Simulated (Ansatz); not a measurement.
Q: Name crystals whose computed values (DFT-r²SCAN+D4 in the program Ansatz with PAW potentials) fall in these windows: G_Hill (GPa) 28 to 35; electron conductivity mass (mₑ) 0.12 to 0.17; gap (eV) 0.53 to 0.73.

A: 

```csv
crystal,G_Hill (GPa),electron conductivity mass (mₑ),gap (eV)
"PbSe, rock salt",30.2,0.15,0.62
```
Others may fit too.

The cell was relaxed under the symmetry of its start. Spin–orbit coupling is left out wherever it is not named.

Potentials: the later of the program's two PAW sets.
